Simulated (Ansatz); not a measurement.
# Cs₄SrH₄ single point

Input file of Ansatz 0.2.0:

```yaml
crystal:
  lattice:
    - [0.0, 0.0, 5.800643]
    - [4.469302, -4.469302, 2.900322]
    - [4.469302, 4.469302, -2.900322]
  atoms:
    - { symbol: Cs, position: [0.211, 0.184, 0.606] }
    - { symbol: Cs, position: [0.395, 0.394, 0.184] }
    - { symbol: Cs, position: [0.789, 0.816, 0.394] }
    - { symbol: Cs, position: [0.605, 0.606, 0.816] }
    - { symbol: H, position: [0.292, 0.774, 0.358] }
    - { symbol: H, position: [0.066, 0.642, 0.774] }
    - { symbol: H, position: [0.708, 0.226, 0.642] }
    - { symbol: H, position: [0.934, 0.358, 0.226] }
    - { symbol: Sr, position: [0.0, 0.0, 0.0] }
  symmetry: { tolerance: 0.0003 }
kpoints:
  mp_grid: { grid: [7, 7, 7], shift: [0, 0, 0] }
  band_path:
    path:
      - [0.0, 0.0, 0.0]
      - [0.0, 0.0, 0.5]
      - [0.0, 0.5, 0.5]
      - [0.0, 0.0, 0.0]
      - [0.7105634, 0.3552817, -0.3552817]
      - [0.2894366, 0.6447183, 0.3552817]
      - [0.0, 0.5, 0.5]
      - [0.0, 0.0, 0.5]
      - [0.5, 0.25, 0.25]
      - [0.5, 0.5, 0.0]
      - [0.0, 0.0, 0.0]
    npoints: 6
magnetization:
  spin_polarized: false
scf:
  occupations: { method: fermi_dirac }
  lower_state_search: "off"
  max_iter: 200
hamiltonian:
  pseudopotentials: { kind: paw }
  xc: pbe
basis:
  ecutwfc: 420
  fft_grid_basis: typed
output:
  forces: true
  stress: true
  eigenvalues: true
  bader: true
  populations: true
  elf: true
  write_potential: true
  volumetric_format: npy
  dos:
    e_range: [-12, 8]
    de: 0.05
    projected: { site_lists: { Cs: [Cs], H: [H], Sr: [Sr] } }
checkpoint:
  read: saved_state
```

The saved state is an earlier solution for the same cell, perhaps on another mesh. 

Output (shortened):

```
Pseudopotentials: kind: paw
Pseudopotential: Cs, paw, valence charge 9, recommended cutoff 420 eV (normal), Cs.paw.azcp
Pseudopotential: H, paw, valence charge 1, recommended cutoff 420 eV (normal), H.paw.azcp
Pseudopotential: Sr, paw, valence charge 10, recommended cutoff 420 eV (normal), Sr.paw.azcp
Functional definition: PBE
  exchange = pbe_x(kappa = kappa, mu = beta*pi^2/3)
  correlation = pbe_c(beta = beta)
Crystal: 9 atoms, lattice volume = 231.732 Å³
Basis set: ecut = 420 eV, 4517 PW (Γ), exchange–correlation on 80×96×96 points (8 copies of the dense FFT grid, shifted against one another)
Bands: 34, of which v1, the nominal top of the filled ones, is band 25 counted from 1 (24 counted from 0)
Symmetry: 8 space group operations
Space group: I4/m (ITA 87), of the structure as read, at distance tolerance 1.8e-3 Å
k-points: 52 of 343
Initial density: read from a saved state, or passed on in memory by an earlier SCF of this step, an earlier step, the calling program or the single point that the run made first
Functional: x = pbe(κ = 0.804, μ = 0.2195), c = pbe(β = 0.0667)
SCF iter   1: F=—  Δρ=1.81e-4  dr2=8.09e-5
SCF iter   2: F=—  Δρ=1.04e-4  dr2=4.22e-5
SCF iter   3: F=—  Δρ=2.32e-5  dr2=2.16e-6
SCF iter   4: F=—  Δρ=4.89e-6  dr2=1.17e-7
SCF iter   5: F=-26290.0605 eV  Δρ=2.24e-6  dr2=2.82e-8
Free energy (F): -26290.0605 eV
Harris-Foulkes:  -26290.0605 eV  (|F-HF|=1.32e-8)
Internal energy: -26289.9876 eV  (E = F + TS)
E sigma→0 (E₀):  -26290.0241 eV
Entropy (-TS):   -0.0729 eV (-8.100 meV/atom)
Fermi energy:    8.0069 eV
--- Per-component energies (eV) ---
  E_band       = -248.4022
  E_kinetic    = 876.7431
  E_local      = -1492.8563  (includes V_loc(G=0)·N_el)
  E_nonlocal   = 330.0238
  E_hartree    = 442.1705
  E_xc         = -910.9628
  E_vxc        = -720.6029  (∫ρ·V_xc dr)
  E_paw        = -22963.7677  (= ΣΔE_a)
  E_vpaw       = -126.0470  (= ΣTr[D̂ρ^β])
  E_aug_tail   = -0.0045  (compensation charges beyond the density's cutoff)
  E_ewald      = -2571.3338
  E_smearing   = -0.0729  (= −TS)
--- Forces (eV/Å), atoms counted from 1 ---
  atom   1  Cs     0.1239     0.0339     0.0000
  atom   2  Cs    -0.0339     0.1239     0.0000
  atom   3  Cs    -0.1239    -0.0339     0.0000
  atom   4  Cs     0.0339    -0.1239     0.0000
  atom   5  H      0.3105    -0.3895     0.0000
  atom   6  H      0.3895     0.3105     0.0000
  atom   7  H     -0.3105     0.3895     0.0000
  atom   8  H     -0.3895    -0.3105     0.0000
  atom   9  Sr     0.0000     0.0000     0.0000
--- Stress (GPa, compression-positive) ---
        4.8211       0.0000       0.0000
        0.0000       4.8211       0.0000
        0.0000       0.0000       5.3645
  P = ⅓ Tr σ = 5.0023 GPa (50.023 kbar)
--- Bader charges: 9 sites ---
  site symbol  charge [e]  shift [e]
     0     Cs      0.5370     0.0000
     1     Cs      0.5370     0.0000
     2     Cs      0.5370     0.0000
     3     Cs      0.5370     0.0000
     4      H     -0.7287     0.0000
     5      H     -0.7287     0.0000
     6      H     -0.7287     0.0000
     7      H     -0.7287     0.0000
     8     Sr      0.7667     0.0000
```

Origin: a known structure type with other elements, at an estimated volume, so it need not be a known compound.
